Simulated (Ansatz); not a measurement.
BeF2:
```yaml
crystal:
  lattice:
    - [4.67917, 0.00000, 0.00000]
    - [-2.33958, 4.05228, 0.00000]
    - [0.00000, 0.00000, 5.13661]
  atoms:
    - { symbol: Be, position: [0.46303, 0.00000, 0.33333] }
    - { symbol: Be, position: [0.00000, 0.46303, 0.66667] }
    - { symbol: Be, position: [0.53697, 0.53697, 0.00000] }
    - { symbol: F, position: [0.41260, 0.27889, 0.22289] }
    - { symbol: F, position: [0.72111, 0.13371, 0.55622] }
    - { symbol: F, position: [0.86629, 0.58740, 0.88956] }
    - { symbol: F, position: [0.27889, 0.41260, 0.77711] }
    - { symbol: F, position: [0.13371, 0.72111, 0.44378] }
    - { symbol: F, position: [0.58740, 0.86629, 0.11044] }
```

Relaxed with r²SCAN. 

Question: HSE06 on this cell (Ansatz, a program for electronic structure, PAW) gives a gap of 10.91 eV. What does r²SCAN give?

Answer: 9.43 eV.

Cost on shared cores: the r²SCAN run (SCF on a 7×7×6 mesh, then bands and DOS) around 2.7 core-minutes (rough), the HSE06 run (SCF on 4×4×3, then a few points) very roughly 3 core-minutes; the tasks are unlike.

Space group P3_121. The workflow started from an entry of the Crystallography Open Database (COD), which files this formula under 4 space groups. Whether it is the stable phase at ambient conditions was not checked. The cell was relaxed with r²SCAN under the symmetry of its start; whether a distortion lowers the energy is not shown.

Potentials: the later of the program's two PAW sets.

Ansatz is a plane-wave DFT program.
